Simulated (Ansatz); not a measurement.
An Ansatz (a program for electronic structure) input:

Ansatz 0.2 input:
```yaml
crystal:
  lattice:
    - [4.0852159928, 0.0, 0.0]
    - [0.0, 4.0852159928, 0.0]
    - [0.0, 0.0, 4.0852159928]
  atoms:
    - { symbol: Ga, position: [0.0, 0.0, 0.0] }
    - { symbol: Mo, position: [0.0, 0.5, 0.5] }
    - { symbol: Mo, position: [0.5, 0.0, 0.5] }
    - { symbol: Mo, position: [0.5, 0.5, 0.0] }
    - { symbol: N, position: [0.5, 0.5, 0.5] }
kpoints:
  mp_grid: { grid: [7, 7, 7] }
  band_path:
    path:
      - [[0.0, 0.0, 0.0], [0.0, 0.5, 0.0], [0.5, 0.5, 0.0], [0.0, 0.0, 0.0], [0.5, 0.5, 0.5], [0.0, 0.5, 0.0]]  # Γ-X-M-Γ-R-X
      - [[0.5, 0.5, 0.5], [0.5, 0.5, 0.0]]  # R-M
    npoints: 12
hamiltonian:
  xc: r2scan
  pseudopotentials: { kind: paw }
magnetization: { noncollinear: true, spin_orbit: true }
scf:
  n_extra_bands: 12
  convergence: { dr2_threshold: 0.0000000001 }
  occupations: { method: gaussian, width: 0.05 }
output: { eigenvalues: true }
```

### Question
How many symmetry operations and irreducible k-points will the run report?

### Answer
48 operations, 20 of 343 k-points.

### Question
With a cutoff of 500 eV, how many plane waves at Γ?

### Answer
1743.

It took about 2.0 core-minutes (a rough figure) on shared server cores.

Space group Pm-3m (anti-perovskite). The start of the workflow was typed in or built on a structure type; neither database checked (COD, Materials Project) lists it. Whether it is the stable phase at ambient conditions was not checked. The cell was relaxed with r²SCAN under the symmetry of its start; its stability against distortions is not shown here. The run is not spin-polarised.

Potentials: the later of the program's two PAW sets.

Ansatz is a plane-wave DFT program.
